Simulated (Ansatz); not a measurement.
Input, command and steps of an Ansatz relaxation.

```yaml
crystal:
  lattice:
    - [4.8104400943, 0.0, 0.0]
    - [0.0, 4.8104400943, 0.0]
    - [0.0, 0.0, 4.8104400943]
  atoms:
    - { symbol: Te, position: [0.0, 0.5, 0.5] }
    - { symbol: Te, position: [0.5, 0.0, 0.5] }
    - { symbol: Te, position: [0.5, 0.5, 0.0] }
    - { symbol: Pt, position: [0.0, 0.0, 0.0] }
basis:
  ecutwfc: 420
kpoints:
  mp_grid: { grid: [4, 4, 4] }
hamiltonian:
  xc: pbe
scf:
  occupations: { method: gaussian, width: 0.1 }
  lower_state_search: "off"
output:
  forces: true
  stress: true
  eigenvalues: true
relax:
  adjacent_minimum: "off"
  f_tol: 0.04
  max_steps: 70
  cell: { stress_tol: 0.4 }
```

```bash
ansatz run input.yaml --threads 1 --pin off --max-ram 2560MiB --backend cpu --events-out ev --progress --plain --runs-dir out
```

All numbers below come from DFT PBE, scalar-relativistic, plane waves, PAW in Ansatz 0.2.0.

Of 5 frames 5 are shown, positions in Å and forces in eV/Å; the SCF threshold varies from step to step. Steps run on the plane waves of an earlier cell, with a Pulay correction in the pressure. The basis is chosen afresh for the last frame, the zero of the energies, and at times for earlier ones too; energy and pressure step there, also at an unchanged geometry.

```xyz
4
Lattice="4.8104 0.0000 0.0000 0.0000 4.8104 0.0000 0.0000 0.0000 4.8104" Properties=species:S:1:pos:R:3:forces:R:3 pbc="T T T" step=1 free_energy_over_end_meV_per_atom=72.91 pressure_GPa=-6.53
Te    0.0000    2.4052    2.4052    0.0000    0.0000    0.0000
Te    2.4052    0.0000    2.4052    0.0000    0.0000    0.0000
Te    2.4052    2.4052    0.0000    0.0000    0.0000    0.0000
Pt    0.0000    0.0000    0.0000    0.0000    0.0000    0.0000
4
Lattice="4.5733 0.0000 0.0000 0.0000 4.5733 0.0000 0.0000 0.0000 4.5733" Properties=species:S:1:pos:R:3:forces:R:3 pbc="T T T" step=2 free_energy_over_end_meV_per_atom=5.02 pressure_GPa=2.54
Te    0.0000    2.2867    2.2867    0.0000    0.0000    0.0000
Te    2.2867    0.0000    2.2867    0.0000    0.0000    0.0000
Te    2.2867    2.2867    0.0000    0.0000    0.0000    0.0000
Pt    0.0000    0.0000    0.0000    0.0000    0.0000    0.0000
4
Lattice="4.6349 0.0000 0.0000 0.0000 4.6349 0.0000 0.0000 0.0000 4.6349" Properties=species:S:1:pos:R:3:forces:R:3 pbc="T T T" step=3 free_energy_over_end_meV_per_atom=-0.20 pressure_GPa=-0.63
Te    0.0000    2.3175    2.3175    0.0000    0.0000    0.0000
Te    2.3175    0.0000    2.3175    0.0000    0.0000    0.0000
Te    2.3175    2.3175    0.0000    0.0000    0.0000    0.0000
Pt    0.0000    0.0000    0.0000    0.0000    0.0000    0.0000
4
Lattice="4.6224 0.0000 0.0000 0.0000 4.6224 0.0000 0.0000 0.0000 4.6224" Properties=species:S:1:pos:R:3:forces:R:3 pbc="T T T" step=4 free_energy_over_end_meV_per_atom=-0.67 pressure_GPa=-0.04
Te    0.0000    2.3112    2.3112    0.0000    0.0000    0.0000
Te    2.3112    0.0000    2.3112    0.0000    0.0000    0.0000
Te    2.3112    2.3112    0.0000    0.0000    0.0000    0.0000
Pt    0.0000    0.0000    0.0000    0.0000    0.0000    0.0000
4
Lattice="4.6224 0.0000 0.0000 0.0000 4.6224 0.0000 0.0000 0.0000 4.6224" Properties=species:S:1:pos:R:3:forces:R:3 pbc="T T T" step=5 free_energy_over_end_meV_per_atom=0.00 pressure_GPa=-0.04
Te    0.0000    2.3112    2.3112    0.0000    0.0000    0.0000
Te    2.3112    0.0000    2.3112    0.0000    0.0000    0.0000
Te    2.3112    2.3112    0.0000    0.0000    0.0000    0.0000
Pt    0.0000    0.0000    0.0000    0.0000    0.0000    0.0000
```

The start puts this composition into another compound's structure type, which needn't suit it. At the end the space group is Pm-3m (tolerance 0.05 Å).

The run took 17 s on 1 thread of Intel(R) Xeon(R) Platinum 8259CL CPU @ 2.50GHz (Skylake/Cascade Lake), on a shared host, peak memory 0.46 GiB.

The k mesh is coarse. Spin–orbit coupling is left out, which can shift energies with elements as heavy as these.